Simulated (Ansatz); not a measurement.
TiN (rock salt, space group No. 225) under volume change, the program Ansatz at the r²SCAN level (PAW), scaled uniformly.

| V (Å³/atom) | E − E(relaxed) (meV/atom) | P (GPa) |
|---|---|---|
| 8.624 | ? | ? |
| 8.908 | ? | ? |
| 9.192 | 8.3 | 9.59 |
| 9.477 | 0.0 | -0.01 |
| 9.761 | 7.5 | -8.22 |
| 10.045 | 28.5 | -15.25 |
| 10.330 | 61.0 | -21.26 |

Task: What belongs in the gaps?

Result: 
- 8.908, E − E(relaxed) (meV/atom): 35.0
- 8.908, P (GPa): 20.82
- 8.624, E − E(relaxed) (meV/atom): 83.3
- 8.624, P (GPa): 33.97

Task: What does a third-order Birch–Murnaghan fit give for V₀, B₀ and B′?

Result: V₀ = 9.48 Å³/atom, B₀ = 296 GPa, B′ = 4.2.

Space group Fm-3m (rock salt). The r²SCAN relaxation kept the symmetry of its start. The run is not spin-polarised.

Potentials: the later of the program's two PAW sets.
